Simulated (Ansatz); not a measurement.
An element in the diamond structure gives these cold pressures by all-electron LAPW under LDA (Ansatz 0.2.0, scalar-relativistic, no spin polarisation).

```tsv
V (Å³/atom)	P (GPa)
37.54	0.04
35.67	0.75
31.91	2.84
28.16	6.37
24.40	12.46
20.65	23.3
16.89	44.3
15.02	62.4
```

Q: Which element is it?

A: Mg. Its zero-pressure volume in this structure is near 37.5 Å³/atom; the volume and the steepness of P(V) together point to it, though neighbours can come close. Other candidates weren't computed, and some may come near.
